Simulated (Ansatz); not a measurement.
Relaxed Zr (hcp, Mg type):

```yaml
crystal:
  lattice:
    - [3.18422, 0.00000, 0.00000]
    - [-1.59211, 2.75761, 0.00000]
    - [0.00000, 0.00000, 5.11671]
  atoms:
    - { symbol: Zr, position: [0.33333, 0.66667, 0.75000] }
    - { symbol: Zr, position: [0.66667, 0.33333, 0.25000] }
```

In this cell atom 1 (Zr, nearest neighbour Zr at 3.150 Å; its periodic images, 3.2 Å or more away, move with it) is moved by s towards the nearest neighbour, unit vector (0.505, -0.292, -0.812); all other atoms and the cell stay fixed.

The numbers are results of PBEsol (plane waves to 420 eV, PAW, scalar-relativistic; Ansatz, an electronic-structure program), not measurements. k mesh 14×14×8 (Γ-centred), Fermi-Dirac smearing 0.05 eV. The energy includes the smearing's −TS. Compression counts positive. Left out: 1 of 11 points, with atoms too close for the PAW data. With partly filled bands, energies and forces of such displacements shift with the k mesh and the smearing. Zr is run without spin polarisation. Zr was relaxed with its symmetry unable to fall. ΔE is measured from the undisplaced structure.

**Question.** Give the computed ΔE (meV/cell) and P (GPa) at s (Å) = -0.504, -0.252, -0.126, 0.126, 0.252.

**Answer.** 
```json
[
 {"s (Å)": "-0.504", "ΔE (meV/cell)": "504", "P (GPa)": "5.5"},
 {"s (Å)": "-0.252", "ΔE (meV/cell)": "112", "P (GPa)": "1.6"},
 {"s (Å)": "-0.126", "ΔE (meV/cell)": "26", "P (GPa)": "0.4"},
 {"s (Å)": "0.126", "ΔE (meV/cell)": "26", "P (GPa)": "0.4"},
 {"s (Å)": "0.252", "ΔE (meV/cell)": "112", "P (GPa)": "1.5"}
]
```

(For displaced atoms, the force is minus the slope of the energy, and its curvature is a force constant, which sets phonon frequencies.)
